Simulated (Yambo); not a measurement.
Yambo run on AlN (wurtzite, space group P6_3mc, No. 186). The wavefunctions come from this Quantum ESPRESSO step (PBEsol, PseudoDojo standard norm-conserving files, scalar-relativistic):

```
&CONTROL
  calculation = 'nscf'
  pseudo_dir = './pseudo'
  outdir = './out'
/
&SYSTEM
  ibrav = 0
  nat = 4
  ntyp = 2
  ecutwfc = 84.0
  ecutrho = 336.0
  occupations = 'fixed'
  force_symmorphic = .true.
  nbnd = 79
/
&ELECTRONS
  conv_thr = 4e-09
  diago_full_acc = .true.
  diago_thr_init = 1e-08
/
ATOMIC_SPECIES
N 14.0070 N.upf
Al 26.9815 Al.upf
CELL_PARAMETERS angstrom
  3.113125709302   0.000000000000   0.000000000000
 -1.556562854651   2.696045949430   0.000000000000
  0.000000000000   0.000000000000   4.982810467000
ATOMIC_POSITIONS crystal
N   0.666666667000   0.333333333000   0.880969800000
N   0.333333333667   0.666666666333   0.380969800000
Al   0.666666667000   0.333333333000   0.499030200000
Al   0.333333333667   0.666666666333   0.999030200000
K_POINTS automatic
6 6 4 0 0 0
```

Yambo input:

```
rim_cut
gw0
dyson
el_el_corr
HF_and_locXC
ppa
em1d
RandQpts= 1000000
RandGvec= 1 Ry
EXXRLvcs= 84 Ry
VXCRLvcs= 336 Ry
Chimod= "HARTREE"
% BndsRnXp
 1 | 77 |
%
NGsBlkXp= 8 Ry
% LongDrXp
 1.0 | 1.0 | 1.0 |
%
PPAPntXp= 27.2114 eV
% GbndRnge
 1 | 77 |
%
GTermKind= "BG"
DysSolver= "n"
ExtendOut
% QPkrange
 1 | 1 | 8 | 9 |
 3 | 3 | 8 | 9 |
%
```

k points by index: 1 = Γ, 3 = A.

Resulting energies as the program prints them:

```
#    K-point    Band    Eo [eV]    E [eV]    E-Eo [eV]    Vxc [eV]    Vnlxc [eV]    Sc|Eo [eV]    Sc|E [eV]    dSc/dw|Eo [eV]    Re(Z)    Im(Z)
#
    1    8    0.000000    -0.815241    -0.815241    -16.89140    -20.89608    2.979221    3.189442    -7.015989    0.795016    -0.001179
    1    9    4.104534    4.771431    0.666897    -12.64570    -8.161423    -3.673486    -3.817380    -5.870540    0.822544    -0.001035
    3    8    -0.559791    -1.449371    -0.889580    -16.53909    -20.80089    3.141169    3.372227    -7.066980    0.793834    -0.001207
    3    9    6.357681    7.195389    0.837708    -12.89109    -7.773146    -4.092439    -4.280234    -6.099430    0.816892    -0.001091
```
(The two width columns are left out.) Convergence of these settings isn't established.

Geometry relaxed with PBEsol.
